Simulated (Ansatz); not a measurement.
Input:

La2O3:
```yaml
crystal:
  lattice:
    - [3.88312, 0.00000, 0.00000]
    - [-1.94156, 3.36288, 0.00000]
    - [0.00000, 0.00000, 5.95097]
  atoms:
    - { symbol: La, position: [0.66667, 0.33333, 0.75603] }
    - { symbol: La, position: [0.33333, 0.66667, 0.24397] }
    - { symbol: O, position: [0.66667, 0.33333, 0.35341] }
    - { symbol: O, position: [0.33333, 0.66667, 0.64659] }
    - { symbol: O, position: [0.00000, 0.00000, 0.00000] }
```

This is the LDA-relaxed structure.

**Question.** All from DFT-LDA in the program Ansatz with PAW potentials, unless another level is named. Give the static dielectric constant ε0 (ions relaxed, cell fixed).

**Answer.** 24.0 (xx = yy), 24.9 (zz).

**Question.** Give the Born charges (a third of the trace).

**Answer.** La +4.11, O -2.76 to -2.69 e.

**Question.** What about the electronic dielectric constant ε∞ (DFPT)?

**Answer.** 4.92 (xx = yy), 4.87 (zz).

Space group P-3m1 (La2O3 or Ni2Al3 type). Symmetry was held in the LDA relaxation. Spin–orbit coupling is left out wherever it is not named.

Potentials: the earlier of the program's two PAW sets. The files were generated under PBE; for other functionals the program regenerates the frozen cores, and for LDA and PBEsol the local potential too.
